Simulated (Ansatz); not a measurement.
## Ta₃N (P-3m1), an elastic constant from a strain scan

Theory: DFT PBE, scalar-relativistic, plane waves, PAW in Ansatz. The runs took a 420 eV cutoff, a Γ-centred 18×18×6 mesh and Gaussian smearing (0.15 eV). Spin–orbit coupling is left out, which can shift energies with elements as heavy as these. No spin polarisation. Energies are free energies at this smearing, counted from the undisturbed cell; pressure is positive in compression.

Zero of the scan (relaxed at this level; it needn't be the usual structure):

```
Ta N
1.0
     3.02177    0.00000    0.00000
    -1.51089    2.61693    0.00000
     0.00000    0.00000    7.55759
Ta N
3 1
Direct
  0.00000 0.00000 0.50000
  0.33333 0.66667 0.17360
  0.66667 0.33333 0.82640
  0.00000 0.00000 0.00000
```

The cell is strained by ε times the Voigt pattern (1, -1, 0, 0, 0, 0) (xx, yy, zz, yz, xz, xy; engineering shear) with fractional coordinates fixed. The cell holds 4 atoms in V0 = 59.76 Å³. The stress column is τ = (1/V0) dE/dε, got from the stress tensor σ (compression positive) at each point as −det(1 + εP) σ : P(1 + εP)⁻¹, with P the pattern as a tensor.

```csv
ε,ΔE (meV/atom),τ (GPa)
-0.0400,22.400,-12.108
-0.0300,12.645,-8.902
-0.0200,5.704,-6.010
-0.0100,1.449,-3.087
0.0000,0.000,0.000
0.0100,1.424,3.007
0.0200,5.500,5.695
0.0300,12.079,8.481
0.0350,16.391,10.022
0.0400,?,?
```

Task: Which combination of elastic constants does this scan measure, and how large is it?

Result: For small ε, τ = τ0 + Kε with K = pᵀCp, which for this pattern is C11 + C22 − 2 C12 in the Cartesian frame shown. The parabola through τ at ε = -0.0100, 0 and 0.0100 has slope K = 305 GPa at zero. The energies per cell, E = NΔE, of the same two points give K = 2[E(ε₊)/ε₊ − E(ε₋)/ε₋]/[(ε₊ − ε₋)V0] = 308 GPa, in agreement. These are clamped-ion values.

Task: Predict the withheld row at ε = 0.0400 from the harmonic law, and compare.

Result: ΔE = V0(τ0 ε + Kε²/2)/N = 22.733 meV/atom and τ = 12.19 GPa. The calculation gives 21.436 meV/atom and 11.62 GPa: the energy lies 6 % below the harmonic value.

Forces appear on the atoms along this scan, and letting them relax would lower the energy and soften the response. In a metal these slopes depend on the k mesh and the smearing.

Cost: 10 runs of about 1.4 core-minutes in all, on AMD EPYC 9R45 (Zen 5) (shared hosts).